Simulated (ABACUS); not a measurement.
Band structure of SnTe (Fm-3m, 2 atoms in the cell; from Materials Project mp-1883, lattice scaled a little).

```
CELL_PARAMETERS angstrom
      0.00000     3.14631     3.14631
      3.14631     0.00000     3.14631
      3.14631     3.14631     0.00000
ATOMIC_POSITIONS crystal
  Sn 0.00000 0.00000 0.00000
  Te 0.50000 0.50000 0.50000
```

All values come from this method and carry its errors: PBE, PseudoDojo 0.5 standard norm-conserving PBE (tails mended) pseudopotentials (plane waves; ABACUS).

Settings: KPT = Gamma 7 7 7 0.5 0.5 0.5; basis_type = pw; dft_functional = PBE; ecutwfc = 82.3 Ry; smearing_method = fd; smearing_sigma = 0.00734986 Ry; potentials = PseudoDojo 0.5 standard norm-conserving PBE (tails mended); symmetry = 1; symmetry_prec = 1e-05; nbands = 27; ks_solver = cg; scf_nmax = 100; scf_thr = 1.0e-09 Ry; mixing_type = broyden.

Spin-orbit coupling is left out, which matters for bands and gaps with elements this heavy. The structure comes from a collection of computed structures, made at another level of theory; the collection holds predicted forms beside known ones. Its lattice was then scaled. No clean gap shows at this smearing width and mesh (spacing up to 0.25 Å⁻¹); the mesh is coarse for partly filled bands, so the values carry mesh errors. Semi-local functionals can close small gaps.

Points are given in units of this cell's reciprocal vectors. Levels in eV from the Fermi level, bands 12 to 19:
| point | 12 | 13 | 14 | 15 | 16 | 17 | 18 | 19 |
|---|---|---|---|---|---|---|---|---|
| Γ (0 0 0) | -4.66 | -2.15 | -2.15 | -2.15 | 3.37 | 3.37 | 3.37 | 4.78 |
| X (0.5 0 0.5) | -6.47 | -5.60 | -3.76 | -3.76 | 2.18 | 4.95 | 4.95 | 6.42 |
| W (0.5 0.25 0.75) | -7.38 | -4.85 | -4.85 | -0.82 | 0.86 | 4.64 | 4.64 | 6.09 |
| K (0.375 0.375 0.75) | -7.43 | -5.20 | -3.26 | -2.72 | 3.04 | 3.10 | 4.21 | 5.59 |
| L (0.5 0.5 0.5) | -8.35 | -1.81 | -1.81 | 0.02 | 0.12 | 0.37 | 0.37 | 7.79 |
| U (0.625 0.25 0.625) | -7.43 | -5.20 | -3.26 | -2.72 | 3.04 | 3.10 | 4.21 | 5.59 |

No band crosses the Fermi level by more than 0.03 eV along this path.

The Fermi level comes from the SCF mesh, which can miss band crossings, so its place against them is uncertain.

“Tails mended”: in these copies of the files the far tail of each local potential was reset to the Coulomb form.
